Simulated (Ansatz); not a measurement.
Consider the following.

Relaxed WC (WC type, space group P-6m2):

```
WC
1.0
    2.91216     0.00000     0.00000
   -1.45608     2.52201     0.00000
    0.00000     0.00000     2.83623
W C
1 1
Direct
  0.00000   0.00000   0.00000
  0.66667   0.33333   0.50000
```

In this cell atom 2 (C, nearest neighbour W at 2.200 Å; its periodic images, 2.8 Å or more away, move with it) is moved by s towards the nearest neighbour, unit vector (0.000, 0.764, -0.645); all other atoms and the cell stay fixed.

Method: r2SCAN (plane waves to 500 eV, PAW, scalar-relativistic; Ansatz, an electronic-structure program). k mesh 15×15×13 (Γ-centred), Fermi-Dirac smearing 0.05 eV. E stands for the smeared free energy. Left out: 1 of 11 points, with atoms too close for the PAW data. With partly filled bands, energies and forces of such displacements shift with the k mesh and the smearing. Spin-orbit coupling is left out, though W is heavy. WC is run without spin polarisation. WC was relaxed with its symmetry unable to fall. ΔE is measured from the undisplaced structure.

The scan covers s from -0.440 to 0.352 Å in 10 points.

Is this a single well or a double well?

A single well with its minimum at or next to zero displacement.

Is the energy the same for displacements of ±0.352 Å, and if not, which side lies higher?

Not even: the positive side lies higher at ±0.352 Å. With its periodic images moving along, the atom's site symmetry in this cell is -6m2.

What is the energy change at s = 0.352 Å?

1104 meV/cell.

What is the force constant k = d²E/ds² of this move at s = 0?

14.8 eV/Å².

(For displaced atoms, the force is minus the slope of the energy, and its curvature is a force constant, which sets phonon frequencies.)
